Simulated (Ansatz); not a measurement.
Q: Name crystals whose computed values (plane-wave PAW r²SCAN (Ansatz code)) fall in these windows: HSE06 gap (eV) 5.2 to 6.5; B₀ by P(V) fit (GPa) 41 to 55.

A: 

```tsv
crystal	HSE06 gap (eV)	B₀ by P(V) fit (GPa)
Na2CO3, C2/m (Pearson symbol mS24)	6.01	46.8
```
Others may fit too.

Standing as an ambient phase not checked: Na2CO3, C2/m (Pearson symbol mS24). The cell was relaxed under the symmetry of its start.

Potentials: the later of the program's two PAW sets.
